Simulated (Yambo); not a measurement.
Yambo run on SiC (2H, space group P6_3mc, No. 186). The wavefunctions are norm-conserving PBEsol (Quantum ESPRESSO, 82 Ry, without SOC) ones on a 6×6×4 mesh (8 occupied bands); a = b = 3.076 Å, c = 5.048 Å, α = β = 90.00°, γ = 120.00°.

Yambo input:

```
rim_cut
gw0
dyson
el_el_corr
HF_and_locXC
ppa
em1d
RandQpts= 1000000
RandGvec= 1 Ry
EXXRLvcs= 82 Ry
VXCRLvcs= 328 Ry
Chimod= "HARTREE"
% BndsRnXp
 1 | 47 |
%
NGsBlkXp= 8 Ry
% LongDrXp
 1.0 | 1.0 | 1.0 |
%
PPAPntXp= 27.2114 eV
% GbndRnge
 1 | 47 |
%
GTermKind= "BG"
DysSolver= "n"
ExtendOut
% QPkrange
 1 | 1 | 8 | 8 |
 10 | 10 | 8 | 9 |
 19 | 19 | 9 | 9 |
%
```

k points by index: 1 = Γ, 10 = M, 19 = K.

Table of the .qp output:

```
#    K-point    Band    Eo [eV]    E [eV]    E-Eo [eV]    Vxc [eV]    Vnlxc [eV]    Sc|Eo [eV]    Sc|E [eV]    dSc/dw|Eo [eV]    Re(Z)    Im(Z)
#
    1    8    0.000000    -0.372660    -0.372660    -14.88112    -17.47861    2.131848    2.224831    -6.788190    0.800343    -0.001153
    10    8    -1.203187    -1.709034    -0.505847    -14.39191    -17.48935    2.462703    2.591594    -6.932361    0.796964    -0.001191
    10    9    2.655746    3.181694    0.525948    -10.70445    -6.133297    -3.934251    -4.045209    -5.739758    0.825809    -0.001045
    19    9    2.123045    2.598327    0.475282    -10.07395    -5.711278    -3.789381    -3.887388    -5.610184    0.829069    -0.001036
```
(The two width columns are left out.) Convergence of these settings isn't established.

Geometry relaxed with PBEsol.
